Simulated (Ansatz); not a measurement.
Cell and atoms are relaxed with the symmetry kept. Start:

```cif
data_structure
_symmetry_space_group_name_H-M 'Immm'
_symmetry_Int_Tables_number 71
_cell_length_a 3.4609
_cell_length_b 3.6443
_cell_length_c 3.9736
_cell_angle_alpha 90.000
_cell_angle_beta 90.000
_cell_angle_gamma 90.000
_cell_volume 50.12
loop_
_atom_site_label
_atom_site_type_symbol
_atom_site_symmetry_multiplicity
_atom_site_Wyckoff_symbol
_atom_site_fract_x
_atom_site_fract_y
_atom_site_fract_z
_atom_site_occupancy
Sn1 Sn 2 a 0.00000 0.00000 0.00000 1
```

Method: DFT PBEsol+D3(BJ), scalar-relativistic, plane waves, PAW in Ansatz.

Settings: cutoff 420 eV, Γ-centred mesh 16×16×16 on the computed 1-atom cell, Gaussian smearing of 0.10 eV; no spin polarisation.

Q: What does it relax to?

A: The volume stays the same within 0.01 Å³/atom to 25.06 Å³/atom, and the energy changes by under 0.1 meV/atom. Final structure:
```xyz
1
Lattice="-1.8222 1.7305 1.9868 1.8222 -1.7305 1.9868 1.8222 1.7305 -1.9868" Properties=species:S:1:pos:R:3 pbc="T T T"
Sn    0.0000    0.0000    0.0000
```

This form isn't the element's structure at ambient conditions.

Cost: 1 run of about 0.37 core-minutes, on Intel Xeon Platinum 8488C (Sapphire Rapids) (shared hosts).